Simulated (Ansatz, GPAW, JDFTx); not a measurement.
**One calculation of SnSe, 4 ways**

```
Sn Se
1.0
     4.25678    0.00000    0.00000
     2.12839    3.68648    0.00000
     2.12839    1.22883    3.47565
Sn Se
1 1
Direct
  0.00000 0.00000 0.00000
  0.50000 0.50000 0.50000
```

Measurements of this composition are mostly on another form, of space group No. 62.

Alike in all runs: task single point; functional PBEsol; k mesh 8 × 8 × 8; occupations gaussian, width 0.1 eV; no spin polarisation; no spin-orbit coupling. Pressure is positive in compression and, in plane waves, holds the error of the finite cutoff, which Ansatz's Pulay term estimates and takes out.

| program and potentials | plane-wave cutoff (eV) | notes | band gap (eV) | pressure (GPa) |
| --- | --- | --- | --- | --- |
| Ansatz, Ansatz PAW | 420 | potentials made for PBE, which Ansatz adapts in part; 15 valence electrons an atom on average; Pulay term of +0.03 GPa included | 0.65 | -1.94 |
| GPAW, PAW data sets generated for this functional | 600 | 10 valence electrons an atom on average | 0.66 | -2.10 |
| Ansatz, all-electron LAPW, scalar-relativistic | - | - | 0.65 | -1.93 |
| JDFTx, PseudoDojo-SR-PBEsol-0.4.1-standard with smoothed tails | 1170 | 15 valence electrons an atom on average | 0.64 | -1.91 |

The band gap spans 0.64 (JDFTx, PseudoDojo-SR-PBEsol-0.4.1-standard with smoothed tails) to 0.66 eV (GPAW, PAW data sets generated for this functional), with all-electron results at 0.65. The pressure spans -2.10 (GPAW, PAW data sets generated for this functional) to -1.91 GPa (JDFTx, PseudoDojo-SR-PBEsol-0.4.1-standard with smoothed tails), with all-electron results at -1.93. Spin-orbit coupling, left out here, moves the band edges of heavy atoms.

The functional is the same throughout but for its coding, so the spread measures potentials, basis and numerics; runs on potential files found faulty are left out.
